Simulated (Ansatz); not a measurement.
Zn:
```cif
data_Zn2
_chemical_formula_sum 'Zn2'
_space_group_name_H-M_alt 'P63/mmc'
_space_group_IT_number 194
_space_group_name_Hall '-P 6c 2c'
_cell_length_a 2.59632
_cell_length_b 2.59632
_cell_length_c 4.97790
_cell_angle_alpha 90.000
_cell_angle_beta 90.000
_cell_angle_gamma 120.000
loop_
_atom_site_label
_atom_site_type_symbol
_atom_site_symmetry_multiplicity
_atom_site_Wyckoff_symbol
_atom_site_fract_x
_atom_site_fract_y
_atom_site_fract_z
_atom_site_occupancy
Zn1 Zn 2 c 0.33333 0.66667 0.25000 1
```

Relaxed with r²SCAN.

### Question
Tabulate the valence density and the electron localisation function along the shortest Zn–Zn contact (2.60 Å), DFT-r²SCAN in the program Ansatz with PAW potentials.

### Answer


```csv
distance from Zn (Å),density (e/Å³),ELF
0.26,22.43,0.00
0.39,9.64,0.00
0.52,3.53,0.03
0.65,1.42,0.08
0.78,0.75,0.15
0.91,0.47,0.19
1.04,0.34,0.23
1.17,0.29,0.30
1.30,0.27,0.35
1.43,0.29,0.30
1.56,0.34,0.23
1.69,0.47,0.19
1.82,0.75,0.15
1.95,1.42,0.08
2.08,3.53,0.03
2.21,9.64,0.00
2.34,22.43,0.00
```

The density is the valence pseudo-density with augmentation charge, so density and ELF within about 1 Å of a nucleus are not all-electron values.

Space group P6_3/mmc (hcp (Mg type)). The r²SCAN relaxation kept the symmetry of its start; of distortions, only those at the zone centre were tested.

Potentials: the earlier of the program's two PAW sets.
